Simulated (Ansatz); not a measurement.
TiO₂:
```cif
data_O6Ti3
_chemical_formula_sum 'Ti3 O6'
_space_group_name_H-M_alt 'P 1'
_space_group_IT_number 1
_cell_length_a 5.70690
_cell_length_b 5.70690
_cell_length_c 6.26795
_cell_angle_alpha 90.000
_cell_angle_beta 90.000
_cell_angle_gamma 120.000
loop_
_space_group_symop_operation_xyz
  'x, y, z'
loop_
_atom_site_label
_atom_site_type_symbol
_atom_site_fract_x
_atom_site_fract_y
_atom_site_fract_z
_atom_site_occupancy
Ti1 Ti 0.50059 0.50059 0.00000 1
Ti2 Ti 0.49941 0.00000 0.33333 1
Ti3 Ti 0.00000 0.49941 0.66667 1
O1 O 0.42540 0.21380 0.16750 1
O2 O 0.78620 0.21160 0.50084 1
O3 O 0.78840 0.57460 0.83417 1
O4 O 0.21380 0.42540 0.83250 1
O5 O 0.21160 0.78620 0.49916 1
O6 O 0.57460 0.78840 0.16583 1
```

Relaxed with PBEsol. DFT-PBEsol in the program Ansatz with PAW potentials gives a gap of 3.43 eV.

Problem. What gap does HSE06 give on the same cell (Ansatz, PAW)?

Solution. 5.08 eV, 1.65 eV more. The hybrid was solved on a coarser mesh and at special points; its gap is the smallest among all of these.

```
k  v1 PBEsol  c1 PBEsol  v1 HSE06  c1 HSE06
-  ---------  ---------  --------  --------
Γ      -0.19       3.43     -0.21      5.08
A       0.00       3.52      0.00      5.18
K      -0.09       3.65       ___       ___
H      -0.39       4.25       ___       ___
M      -0.04       3.77       ___       ___
L      -0.26       4.02       ___       ___
```

Problem. Top valence (v1) and lowest conduction level (c1) in eV from each method's valence maximum (which need not be a listed point): supply the withheld HSE06 values.

Solution. 
- H, v1 HSE06: -0.45
- H, c1 HSE06: 5.93
- L, v1 HSE06: -0.28
- L, c1 HSE06: 5.68
- K, v1 HSE06: -0.10
- K, c1 HSE06: 5.28
- M, v1 HSE06: -0.04
- M, c1 HSE06: 5.40

Cost on shared cores: the PBEsol run (SCF on a 6×6×5 mesh, then bands and DOS) around 3 core-minutes (rough), the HSE06 run (SCF on 4×4×3, then a few points) around 8 core-minutes (rough); the tasks are unlike.

Space group P3_121. The first step of the workflow began from a Materials Project structure, measured or hypothetical; the Crystallography Open Database files this formula in space group No. 152, but the cells were not matched. It is not the phase usual at ambient conditions (space group No. 61, 136, 141). Symmetry was held in the PBEsol relaxation; whether a distortion lowers the energy is not shown. No spin polarisation was allowed.

Potentials: the earlier of the program's two PAW sets.
